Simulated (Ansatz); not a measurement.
B₃AsN₂ as one 6-atom ordering (I-4m2) on the zincblende lattice, relaxed with r2SCAN. Space group I-4m2 (No. 119), tetragonal; conventional cell a = 2.842 Å, c = 12.134 Å, 8.17 Å³ an atom. N is surrounded by 4 B at 1.66 Å; B is surrounded by 4 N at 1.66 Å; B is surrounded by 2 N at 1.66 Å and 2 As at 1.95 Å; As is surrounded by 4 B at 1.95 Å and 4 As at 2.84 Å.

The questions ask for values computed with the PAW code Ansatz on this geometry. The calculation is non-magnetic, and the structure need not be a phase that has been made.

Given (12×12×12 mesh): The PBE gap is indirect, 0.88 eV (M–S (0.90 of the way from M) to M), below the direct gap of 1.10 eV at Γ.

Problem. What does PBE+SOC give for the gap (12×12×12 mesh)?

Solution. With PBE+SOC the valence top lies at M–S (0.94 of the way from M) and the conduction bottom at M, 0.88 eV higher; the smallest vertical gap, at Γ, is 1.03 eV. The gap differs by 0.00 eV from PBE's.

Problem. How does the gap change from PBE to r2SCAN (12×12×12)?

Solution. The r2SCAN gap is indirect, 1.19 eV (M–S (0.94 of the way from M) to M), below the direct gap of 1.43 eV at Γ. The gap differs by +0.31 eV from PBE's.

Problem. Estimate the gap with HSE06 on 8×8×8.

Solution. HSE06 gives an indirect gap of 1.70 eV, from M–S (0.94 of the way from M) to M; the least direct gap is 1.96 eV at Γ. The gap differs by +0.82 eV from PBE's.

Problem. How does the gap change from PBE to PBE0 (8×8×8)?

Solution. The PBE0 gap is indirect, 2.43 eV (M–S (0.94 of the way from M) to M), below the direct gap of 2.67 eV at Γ. The gap differs by +1.55 eV from PBE's.

Problem. Roughly how does the cost of the PBE+SOC run (12×12×12) compare with r2SCAN's (12×12×12)?

Solution. About 1.5 times as much (2 core-minutes against 80 core-seconds, on 4 threads of AMD EPYC 7R43 64-Core Processor (Zen 3), with other jobs on the host).

Problem. What do these levels agree on?

Solution. r2SCAN covers 37 % of the step from PBE to HSE06, while HSE06 needs about 20 times r2SCAN's rough cost (on a coarser mesh). For gaps to 0.1 eV, spin-orbit coupling (up to 0.07 eV here) is at the margin. All these functionals give a gap of the same kind, indirect.

Only the levels marked +SOC include spin-orbit coupling.

Where an edge lies off the special points, it is a point of the mesh or the k point where a search put PBE's edge or least direct gap, reused for the other functionals, whose own edges may lie a little apart; PBE's own value is read along its path and can be a few hundredths of an eV high.
